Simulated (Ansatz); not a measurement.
CaO:
```yaml
crystal:
  lattice:
    - [0.00000, 2.38358, 2.38358]
    - [2.38358, 0.00000, 2.38358]
    - [2.38358, 2.38358, 0.00000]
  atoms:
    - { symbol: Ca, position: [0.00000, 0.00000, 0.00000] }
    - { symbol: O, position: [0.50000, 0.50000, 0.50000] }
```

Relaxed with PBEsol.

**Question.** Give the optical modes at the zone centre with their infrared activity from DFPT, the program Ansatz at the PBEsol level (PAW).

**Answer.** Transverse frequencies, without the LO–TO term; a row sums one degenerate level.

```tsv
ω (cm⁻¹)	degeneracy	IR ((D/Å)²/amu)	activity	symmetry
273	3	33.73	IR	T1u
```

**Question.** How high does the top mode go among those that the LO–TO term moves?

**Answer.** 551 cm⁻¹ for q along x.

Space group Fm-3m (rock salt). Symmetry was held in the PBEsol relaxation; of distortions, only those at the zone centre were tested.

Potentials: the later of the program's two PAW sets.
